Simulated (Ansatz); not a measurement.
# MnBr2 (P-3m1): U = 2 eV on Mn d

The calculation used Ansatz 0.2.0, DFT, r2SCAN+U, PAW with Ansatz's default frozen-core files, scalar-relativistic.

Command: `ansatz run input.yaml --threads 2 --pin off --max-ram 6144MiB --backend cpu --events-out ev --progress --plain --runs-dir out`

```yaml
crystal:
  lattice:
    - [3.82, 0.0, 0.0]
    - [-1.91, 3.3082170425, 0.0]
    - [0.0, 0.0, 6.19]
  atoms:
    - { symbol: Mn, position: [0.0, 0.0, 0.0], spin: 4.0 }
    - { symbol: Br, position: [0.3333333333, 0.6666666667, 0.25] }
    - { symbol: Br, position: [0.6666666667, 0.3333333333, 0.75] }
magnetization:
  spin_polarized: true
kpoints:
  mp_grid: { grid: [8, 8, 4] }
scf:
  occupations: { method: fermi_dirac, width: 0.03 }
hamiltonian:
  xc: r2scan
  pseudopotentials: { kind: paw }
  hubbard: { sites: [{ species: Mn, l: d, u_eff: 2 }] }
output:
  forces: true
  stress: true
  eigenvalues: true
  hubbard: { sites: [{ species: Mn, l: d }] }
  populations: true
  write_density: true
  write_potential: true
  elf: true
  volumetric_format: npy
```

Log:

```
Mn: projections on atomic orbitals take those of the free atom [Ne] 3s2 3p6 3d5 4s2, of charge +0.00 (hamiltonian.pseudopotentials.projection_atoms); the dataset's partial waves leave at most 9.0e-7 of an orbital's norm unspanned inside its sphere
Br: projections on atomic orbitals take those of the free atom [Ar 3d10] 4s2 4p5, of charge +0.00 (hamiltonian.pseudopotentials.projection_atoms); the dataset's partial waves leave at most 2.8e-6 of an orbital's norm unspanned inside its sphere
Engine: ansatz 0.2.0
Pseudopotentials: kind: paw
Pseudopotential: Mn, paw, valence charge 15, recommended cutoff 500 eV (meta_gga), Mn.paw.azcp
Pseudopotential: Br, paw, valence charge 7, recommended cutoff 500 eV (meta_gga), Br.paw.azcp
Functional definition: r2SCAN
  parameter k0 = 0.174
  parameter k1 = 0.065
  parameter a1 = 4.9479
  exchange = r2scan_x(k0 = k0, k1 = k1, a1 = a1)
  correlation = r2scan_c
Crystal: 3 atoms, lattice volume = 78.225 Å³
Basis set: ecut = 500 eV, 1985 PW (Γ), exchange–correlation on 120×120×192 points (64 copies of the dense FFT grid, shifted against one another)
Bands: 21, of which v1, the nominal top of the filled ones, is band 15 counted from 1 (14 counted from 0)
Symmetry: 12 space group operations
Space group: P-3m1 (ITA 164), of the structure as read, at distance tolerance 4.3e-5 Å
Magnetic group: BNS 164.85 (UNI 1315), of the structure as read, at distance tolerance 4.3e-5 Å
k-points: 35 of 256
Non-local potential: Mn, projectors of the file, l = 0: 3, l = 1: 2, l = 2: 3, l = 3: 1
Non-local potential: Br, projectors of the file, l = 0: 2, l = 1: 2, l = 2: 2
PAW form: soft (Blöchl's): semilocal exchange-correlation on the pseudo side does not see the compensation charge
PAW frozen core: Mn, regenerated for the run's functional (the file was generated under x = pbe(κ = 0.804, μ = 0.2195149727645171), c = pbe(β = 0.06672455060314922))
PAW frozen core: Br, regenerated for the run's functional (the file was generated under x = pbe(κ = 0.804, μ = 0.2195149727645171), c = pbe(β = 0.06672455060314922))
PAW one-centre angular grid: Mn, 590 points (default); XC on 160 Gauss nodes
PAW one-centre angular grid: Br, 302 points (default); XC on 160 Gauss nodes
Initial density: superposition of atomic densities (chi_scale 0.1, normalization cell, long waves kept (reshape's long-wave potential 0.18 eV rms))
Starting moments: Σ|m| = 4 μB on 1 of 3 sites
[...]
--- Forces (eV/Å), atoms counted from 1 ---
  atom   1  Mn    -0.00000000     0.00000000     0.00000000
  atom   2  Br     0.00000000    -0.00000000    -0.13375693
  atom   3  Br     0.00000000     0.00000000     0.13375693
  max |Σ_I F_I| component: 9.25e-18 eV/Å
--- Stress (GPa, compression-positive) ---
        1.673375       0.000000       0.000000
        0.000000       1.673375       0.000000
        0.000000       0.000000       0.855046
  P = ⅓ Tr σ = 1.4006 GPa (14.006 kbar)
--- Band table (eV; the first three rows and the last of 70) ---
  k-point 0 ↑: bands = ["-80.0799", "-47.5654", "-47.5654", "-47.5605", "-10.7656", "-10.0400", "-0.5887", "0.1002", "0.1002", "0.9433", "0.9433", "1.5362", "3.4851", "3.4851", "3.6298", "4.3082", "4.3082", "8.3159", "10.1637", "13.2995", "13.2995"]
  k-point 1 ↑: bands = ["-80.0799", "-47.5654", "-47.5654", "-47.5605", "-10.6885", "-10.1386", "-0.3442", "0.1059", "0.1059", "0.9426", "0.9426", "1.6065", "2.9926", "3.4159", "3.4159", "4.3859", "4.3859", "8.9794", "10.2279", "13.1903", "13.1903"]
  k-point 2 ↑: bands = ["-80.0799", "-47.5654", "-47.5654", "-47.5605", "-10.5669", "-10.2813", "-0.0469", "0.1117", "0.1117", "0.9419", "0.9419", "1.9493", "2.0943", "3.3558", "3.3558", "4.4545", "4.4545", "9.7269", "10.2096", "13.0916", "13.0916"]
  k-point 34 ↓: bands = ["-73.6224", "-41.1384", "-41.1369", "-41.1223", "-9.8399", "-9.8260", "0.6297", "0.8404", "1.3681", "1.7517", "2.8338", "2.8386", "8.5961", "8.9324", "8.9428", "9.3154", "9.5249", "11.7781", "12.0871", "12.9027", "13.9555"]
Occupation matrices written to <dir>
--- Löwdin populations: 3 sites ---
  site symbol       q [e]    m [muB]
     0     Mn     13.8241     4.7682
     1     Br      7.5100     0.1048
     2     Br      7.5100     0.1048
  spilling = 0.005376 (of n_electrons = 29.000000)
--- Occupation matrices: 1 shell (run DFT+U table (all-electron-ortho-atomic); ε = 2.36e-3) ---
  Mn0 d_3D: site group D3d (-3m)
  Mn0 d_3D up     Tr n = 4.9910  λ = 0.997 0.997 0.999 0.999 0.999  [5× z2 0.20 (T2g 0.60) Eg(0.80)]
  Mn0 d_3D dn     Tr n = 0.2610  λ = 0.020 0.021 0.021 0.100 0.100  [3× z2 0.33 (T2g 1.00) Eg(0.67) | 2× xz 0.32 (Eg 1.00) Eg(1.00)]
  Tr n, λ and their labels are of the run-group-symmetrised matrices; stabiliser: 12 of 24 elements of G0×{1,Θ} (closed), max defect 2.7e-15 at τ = 5.0e-4
```

occupations.tsv:

```
# site	symbol	l	channel	k	occupation	cluster	real_ylm_label	real_ylm_weight	cubic_label	cubic_weight	pseudocubic_irrep	site_irrep	w_site_irrep	cell_site_irrep	w_cell_site_irrep
# projection_atom_Mn: [Ne] 3s2 3p6 3d5 4s2
# projection_atom_Br: [Ar 3d10] 4s2 4p5
# site_irrep/w_site_irrep = the cluster's dominant irrep under the shell's site group (Mulliken, in the setting of the per-shell frame z, x; double-valued rows on a spinor block under rep=spin_orbital) and its weight, the cluster's purity; - without a site group
# cell_site_irrep/w_cell_site_irrep = the same under the site's group on the run's cell, the crystal's operations that keep its lattice, with its own per-shell comment where it differs; - as there, and where that group is no smaller or either group is refused
# basis = run DFT+U table (all-electron-ortho-atomic)
# labels = run-group-symmetrised matrices
# epsilon = 0.0023613 provisional = false under_converged = false
# stabiliser = 12/24 closed max_defect = 2.746e-15 tolerance = 0.00050092
# site 0 Mn l=2_3D: orbit=0, site group D3d (-3m), |G|=12, z=[0.000000, 0.000000, 1.000000], x=[1.000000, 0.000000, 0.000000], rep=spin
0	Mn	2_3D	up	0	0.997254	0	z2	0.2000	z2	0.2000	T2g	Eg	0.8000	-	-
0	Mn	2_3D	up	1	0.997254	0	z2	0.2000	z2	0.2000	T2g	Eg	0.8000	-	-
0	Mn	2_3D	up	2	0.998807	0	z2	0.2000	z2	0.2000	T2g	Eg	0.8000	-	-
0	Mn	2_3D	up	3	0.998835	0	z2	0.2000	z2	0.2000	T2g	Eg	0.8000	-	-
0	Mn	2_3D	up	4	0.998835	0	z2	0.2000	z2	0.2000	T2g	Eg	0.8000	-	-
# Tr n = 4.990985
0	Mn	2_3D	dn	0	0.020101	0	z2	0.3333	z2	0.3333	T2g	Eg	0.6667	-	-
0	Mn	2_3D	dn	1	0.020674	0	z2	0.3333	z2	0.3333	T2g	Eg	0.6667	-	-
0	Mn	2_3D	dn	2	0.020674	0	z2	0.3333	z2	0.3333	T2g	Eg	0.6667	-	-
0	Mn	2_3D	dn	3	0.099778	1	xz	0.3243	xz	0.3243	Eg	Eg	1.0000	-	-
0	Mn	2_3D	dn	4	0.099778	1	xz	0.3243	xz	0.3243	Eg	Eg	1.0000	-	-
# Tr n = 0.261004
```

populations.tsv:

```
# site	symbol	l	j	q_up	q_dn
# orbitals = lowdin
# n_electrons = 29.000000
# spilling = 0.005376
# projection_atom_Mn: [Ne] 3s2 3p6 3d5 4s2
# projection_atom_Br: [Ar 3d10] 4s2 4p5
0	Mn	0_3S	-	0.999875	0.999917
0	Mn	0_4S	-	0.305702	0.248124
0	Mn	1_3P	-	2.999843	2.999668
0	Mn	2_3D	-	4.990739	0.280237
1	Br	0_4S	-	0.970428	0.958611
1	Br	1_4P	-	2.836981	2.743972
2	Br	0_4S	-	0.970428	0.958611
2	Br	1_4P	-	2.836981	2.743972
```

Site moments (μB): Mn1 4.57, Br2 0.07, Br3 0.07. Cell moment 5.00 μB.

The magnetic group in the log treats spin as a scalar label, without spin–orbit coupling.

The PAW files were made with PBE; the program remakes their cores once for the run's functional and then keeps them frozen. In at least one run the program's final test of stability wasn't made or came to no verdict. None of this fixes the real material's magnetic order: only patterns that fit the cell were computed, at zero temperature, with a functional that can overstate moments.

It took 8.4 s on 2 threads of Intel(R) Xeon(R) 6975P-C (Granite Rapids) (shared host), peak memory 0.73 GiB.
